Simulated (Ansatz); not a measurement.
The relaxed structure here is a generated cell of V2Ge: the first start was made by placing the elements on the sites of a structure type, and the end was not matched to a known phase here, so it may be hypothetical.

The start is a generated cell, V2Ge built in the Fe2P structure type. Cell shape, volume and atoms are optimised at zero target pressure with r2SCAN (plane waves to 500 eV, PAW, scalar-relativistic; Ansatz, a first-principles code). The first steps use a coarse 4×4×6 k-mesh.

Input geometry:
```yaml
crystal:
  lattice:
    - [6.57563, 0.00000, 0.00000]
    - [-3.28781, 5.69466, 0.00000]
    - [0.00000, 0.00000, 3.84557]
  atoms:
    - { symbol: V, position: [0.25600, 0.00000, 0.00000] }
    - { symbol: V, position: [0.00000, 0.25600, 0.00000] }
    - { symbol: V, position: [0.74400, 0.74400, 0.00000] }
    - { symbol: V, position: [0.58900, 0.00000, 0.50000] }
    - { symbol: V, position: [0.00000, 0.58900, 0.50000] }
    - { symbol: V, position: [0.41100, 0.41100, 0.50000] }
    - { symbol: Ge, position: [0.00000, 0.00000, 0.50000] }
    - { symbol: Ge, position: [0.33333, 0.66667, 0.00000] }
    - { symbol: Ge, position: [0.66667, 0.33333, 0.00000] }
```
Spin-polarised start, with parallel moments on V.

Problem. Which atoms feel the largest initial force, and how large is it?

Solution. About 0.5 eV/Å, on V4, V5, V6 (atoms numbered as listed).

Problem. How much energy is released per atom?

Solution. 0.18 eV/atom.

Problem. How does the volume change?

Solution. -10.3 %, from 16.00 to 14.35 Å³/atom.

Problem. What band gap does the relaxed structure have at this level?

Solution. Zero (metallic).

Problem. What magnetic moments remain?

Solution. Net 0.34 μB/atom, ferrimagnetic.

Problem. Write out the relaxed structure.

Solution. 
```cif
data_Ge3V6
_chemical_formula_sum 'V6 Ge3'
_space_group_name_H-M_alt 'P-62m'
_space_group_IT_number 189
_space_group_name_Hall 'P -6 -2'
_cell_length_a 6.74484
_cell_length_b 6.74484
_cell_length_c 3.27842
_cell_angle_alpha 90.000
_cell_angle_beta 90.000
_cell_angle_gamma 120.000
loop_
_atom_site_label
_atom_site_type_symbol
_atom_site_symmetry_multiplicity
_atom_site_Wyckoff_symbol
_atom_site_fract_x
_atom_site_fract_y
_atom_site_fract_z
_atom_site_occupancy
V1 V 3 f 0.00000 0.26588 0.00000 1
V2 V 3 g 0.41010 0.41010 0.50000 1
Ge1 Ge 1 b 0.00000 0.00000 0.50000 1
Ge2 Ge 2 c 0.33333 0.66667 0.00000 1
```

The space group stays P-62m (No. 189) (the run could not lower it), with 9 atoms in the primitive magnetic cell. Final values are on a 8×8×14 k-mesh of the relaxed cell. Spin state reached: ferrimagnetic (net 0.34 μB/atom), from parallel starting moments; other spin orders were not run from this start.

The run could not lose the symmetry of its start, so the end can be a saddle point.
